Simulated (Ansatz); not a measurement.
Sn:
```
CELL_PARAMETERS angstrom
     -2.96229     2.96229     1.61872
      2.96229    -2.96229     1.61872
      2.96229     2.96229    -1.61872
ATOMIC_POSITIONS crystal
  Sn 0.75000 0.25000 0.50000
  Sn 0.00000 0.00000 0.00000
```

Relaxed with PBE. Special points in fractions of this cell's reciprocal vectors: Γ (0.000, 0.000, 0.000); X (0.000, 0.000, 0.500); M (-0.500, 0.500, 0.500); Z (0.325, 0.325, -0.325); Z0 (-0.325, 0.675, 0.325); P (0.250, 0.250, 0.250); N (0.000, 0.500, 0.000).

Question: List the band energies nearest the Fermi level at these points for PBE (plane waves, PAW; program Ansatz).

Answer: In eV from the Fermi level; about four levels below and three above (degenerate sets whole), none deeper than 8.9 eV; points with the same levels are listed once.

```csv
k,below,above
Γ,-3.73 -1.84 -1.84,3.06 6.03 6.03
X,-8.64 -8.64,0.62 0.62 1.53 1.53
M,-7.41 -7.41 -4.54 -4.54,4.84 4.84 9.00 9.00
Z,-5.52 -2.85 -2.76 -2.76,2.88 5.44 5.44
P,-5.93 -5.93 -3.32 -3.32,3.47 3.47 3.77 3.77
N,-5.26 -2.32 -1.58 -1.07,2.29 2.76 4.48
```

Space group I4_1/amd (β-Sn type). The PBE relaxation kept the symmetry of its start. Spin–orbit coupling is left out wherever it is not named.

Potentials: the later of the program's two PAW sets.
